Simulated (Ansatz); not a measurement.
This run works on a proposed trial structure, not on a known crystal.

Input and command of a plane-wave DFT calculation in Ansatz:

```yaml
crystal:
  lattice:
    - [2.1488566459, 1.240642963, 14.12215066]
    - [-2.1488566459, 1.240642963, 14.12215066]
    - [0.0, -2.4812859259, 14.12215066]
  atoms:
    - { symbol: Ge, position: [0.5712447714, 0.5712447714, 0.5712447714] }
    - { symbol: Sb, position: [0.4259746352, 0.4259746352, 0.4259746352] }
    - { symbol: Sb, position: [0.9976983791, 0.9976983791, 0.9976983791] }
    - { symbol: Te, position: [0.1330188711, 0.1330188711, 0.1330188711] }
    - { symbol: Te, position: [0.8712998388, 0.8712998388, 0.8712998388] }
    - { symbol: Te, position: [0.7109683936, 0.7109683936, 0.7109683936] }
    - { symbol: Te, position: [0.2897951108, 0.2897951108, 0.2897951108] }
basis:
  ecutwfc: 500
kpoints:
  mp_grid: { grid: [12, 12, 12] }
hamiltonian:
  xc: r2scan
scf:
  occupations: { method: gaussian, width: 0.02 }
output:
  forces: true
  stress: true
  eigenvalues: true
```

```bash
ansatz run input.yaml --threads 1 --pin off --max-ram 2560MiB --backend cpu --events-out ev --progress --plain --runs-dir out
```

Processor: Intel(R) Xeon(R) Processor @ 2.70GHz, 1 thread, on a host shared with other jobs.

Q: How long does it run, and how much memory does it take?

A: About 8.8 min, peak memory 2.3 GiB. It solves 65 bands at 189 k points (after reduction by symmetry) with about 5763 plane waves, in 9 SCF iterations.
